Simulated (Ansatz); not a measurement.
**Na₃Ca₃InP₄ from LDA upwards**

The starting cell is an entry of the Crystallography Open Database, a measured cell (2017, 200 K):

```
CELL_PARAMETERS angstrom
9.35800 0.00000 0.00000
-4.67900 8.10427 0.00000
0.00000 0.00000 7.14770
ATOMIC_POSITIONS crystal
Na 0.14370 0.85630 0.07080
Na 0.28740 0.14370 0.57080
Na 0.14370 0.28740 0.07080
Na 0.85630 0.14370 0.57080
Na 0.71260 0.85630 0.07080
Na 0.85630 0.71260 0.57080
Ca 0.52698 0.47302 0.23750
Ca 0.05396 0.52698 0.73750
Ca 0.52698 0.05396 0.23750
Ca 0.47302 0.52698 0.73750
Ca 0.94604 0.47302 0.23750
Ca 0.47302 0.94604 0.73750
In 0.33333 0.66667 0.36022
In 0.66667 0.33333 0.86022
P 0.18468 0.81532 0.47450
P 0.36936 0.18468 0.97450
P 0.18468 0.36936 0.47450
P 0.81532 0.18468 0.97450
P 0.63064 0.81532 0.47450
P 0.81532 0.63064 0.97450
P 0.33333 0.66667 0.00000
P 0.66667 0.33333 0.50000
```

Atoms and cell were relaxed at zero pressure with plane-wave PAW DFT (Ansatz 0.2.0; one set of PAW datasets, made under PBE, for all functionals; 420 eV, r2SCAN 500 eV; 6×6×4 Γ-centred mesh, fermi-dirac occupations of width 0.020 eV; no spin polarisation, no spin-orbit coupling, no dispersion correction), keeping the symmetry (P6_3mc, No. 186).

Task: Which functional gives the smallest cell, and how wide is the spread?

Result: The relaxed conventional cells:

```
functional  a (Å)  c (Å)  volume (Å³/atom)  formation energy (eV/atom)
       LDA  9.181  6.928             22.99                      -0.797
    PBEsol  9.312  7.022             23.97                      -0.757
       PBE  9.415  7.122             24.85                      -0.761
    r2SCAN  9.357  7.104             24.48                      -0.920
 the entry  9.358  7.148             24.64                           –
```

LDA gives the smallest volume and PBE the largest, 8.1 % more, the usual order, since LDA overbinds and PBE's gradient terms loosen the lattice. Against the entry's volume: LDA -6.7 %, PBEsol -2.7 %, PBE +0.9 %, r2SCAN -0.6 %; r2SCAN and PBE come about as near. The formation energies span 0.16 eV an atom, lowest under r2SCAN.

Caveats: each relaxation keeps the start's symmetry, so a distorted cell may lie lower; computed cells are at 0 K with fixed nuclei, while the entry holds thermal expansion, often some tenths of a per cent in volume and more in soft crystals; formation energies are at zero smearing against the elements' usual phases under the same functional, gases as free molecules, uncorrected.
